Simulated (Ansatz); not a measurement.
## What DFT gives for CaCu$_{2}$Si$_{2}$

```
Si Ca Cu
1.0
     0.00000    3.99955    0.00000
     3.99955    0.00000    0.00000
     1.99978    1.99978   -4.94994
Si Ca Cu
2 1 2
Direct
  0.38400 0.38400 0.23200
  0.61600 0.61600 0.76800
  0.00000 0.00000 0.00000
  0.75000 0.25000 0.50000
  0.25000 0.75000 0.50000
```

Single point in Ansatz 0.2.0 with r2SCAN, no spin polarisation. Cutoff 500 eV, PAW datasets, 9×9×9 Γ-centred k mesh, fermi-dirac filling (width 0.1 eV).

Q: Is there a gap?

A: It is a metal, with about 1.5 states/eV a cell as the mean within 0.25 eV of the Fermi level, mostly Si p (58 %) and Cu d (17 %).

Q: Is the cell too large or too small?

A: The pressure is 1.3 GPa (compression positive), so with the atoms held at these fractions the cell would first expand.

Q: Which element gives electrons and which takes them?

A: Bader charges in e: Ca +1.37, Si -0.43, Cu -0.26. In the mean Ca gives up most and Si takes most.

Q: Which atom feels the largest force, and which way?

A: The largest is on Si2 (and as large on other atoms): 0.67 eV/Å, components (0.00, 0.00, 0.67). It makes 180° with the line to a nearest neighbour, Si1 at 2.30 Å, pointing away from it.

Q: Is it stable against the elements?

A: -0.43 eV an atom against the elements' usual phases (free molecules for gases, crystals otherwise, with no correction for O₂ or N₂), so it is bound against them; other compounds may still compete. Relaxing would lower it.

Origin: a database entry at a rescaled volume.
